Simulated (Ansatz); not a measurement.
A geometry of Ti3Al away from equilibrium: step 3 of the relaxation of a generated trial cell of Ti3Al in the AFLOW prototype AB3_mC16_12_g_ij (D0_15, as in AlCl3). Calculation: PBE (plane waves to 420 eV, PAW, scalar-relativistic; Ansatz, a program for electronic structure). Γ-centred k-mesh 7×7×6 on the run's cell (coarser than for final values), Fermi–Dirac smearing 0.05 eV.

```xyz
8
Lattice="2.7596 -4.7862 -0.0063 2.7596 4.7862 -0.0063 -1.8092 0.0000 5.4614" Properties=species:S:1:pos:R:3:forces:R:3 pbc="T T T" free_energy=-16069.674 pressure_GPa=5.3
Al     2.7596    -3.1938    -0.0063    0.0000   -0.0286    0.0000
Al     2.7596     3.1938    -0.0063    0.0000    0.0286    0.0000
Ti     0.9791     0.0000     1.5608    1.3435    0.0000    2.0592
Ti     2.7309     0.0000     3.8880   -1.3435    0.0000   -2.0592
Ti     3.6455    -1.5372     1.5400   -0.6123    1.0890    2.0390
Ti     0.0645    -1.5372     3.9088    0.6123    1.0890   -2.0390
Ti     0.0645     1.5372     3.9088    0.6123   -1.0890   -2.0390
Ti     3.6455     1.5372     1.5400   -0.6123   -1.0890    2.0390
```

Positions in Å, forces in eV/Å, free energy of the cell in eV (comparable only within this code, potentials and settings). Largest force: 2.46 eV/Å, on Ti3, Ti4 (atoms numbered as listed); the geometry lies 0.39 eV/atom above the end of its relaxation.

No spin polarisation in the result.

The run could not lose the symmetry of its start: the end is stationary, and may be a saddle point rather than a minimum.

The end of the path is a generated cell of Ti3Al: the first start was made by placing the elements on the sites of a structure type, and the end was not matched to a known phase here, so it may be hypothetical. Known forms of Ti3Al include space group No. 194.
